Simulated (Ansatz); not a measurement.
Energy landscape of CdSe$_{2}$

4 relaxations of CdSe2 ended in 3 distinct structures. Level of theory: r2SCAN (plane waves to 500 eV, PAW, scalar-relativistic; Ansatz, an electronic-structure program).

```csv
#,space group,Pearson,type,E − E(lowest) (eV/atom),V (Å³/atom),"gap (eV, no SOC)",runs ending here
1,Pa-3,cP12,"AFLOW prototype AB2_cP12_205_a_c (C2, as in FeS2)",0.000,24.84,1.12,2
2,Cmce,oS24,–,0.107,25.37,0.08,1
3,P4₁2₁2,tP12,–,0.195,29.37,0.91,1
```

Pa-3, cP12, AFLOW prototype AB2_cP12_205_a_c (C2, as in FeS2) is the lowest of the structures calculated here.

CdSe₂ is taken in the cubic space group Pa-3 (No. 205), Pearson symbol cP12. Cell: a = 6.6801 Å, b = 6.6801 Å, c = 6.6801 Å, α = 90.00°, β = 90.00°, γ = 90.00°. Cd on 4b is coordinated by 6 Se at 2.827 Å (octahedral). Se on 8c has 1 Se at 2.371 Å and 3 Cd at 2.827 Å (tetrahedral). (Neighbours: up to the widest gap in distance over summed covalent radii, below 1.35, at either atom; cation-cation and far metal-metal contacts left out.)

Each run could gain symmetry but not lose that of its start, so entries can be saddle points. From databases, or of a type measured for this composition: Pa-3, cP12, AFLOW prototype AB2_cP12_205_a_c (C2, as in FeS2); the others are generated cells (placed on structure types, drawn at random, substituted or restacked) that were not matched to a known phase here. Energies are at zero temperature and pressure, without zero-point motion. No spin polarisation in the result. Gaps of cells over 8 atoms come from the SCF mesh and high-symmetry points alone.
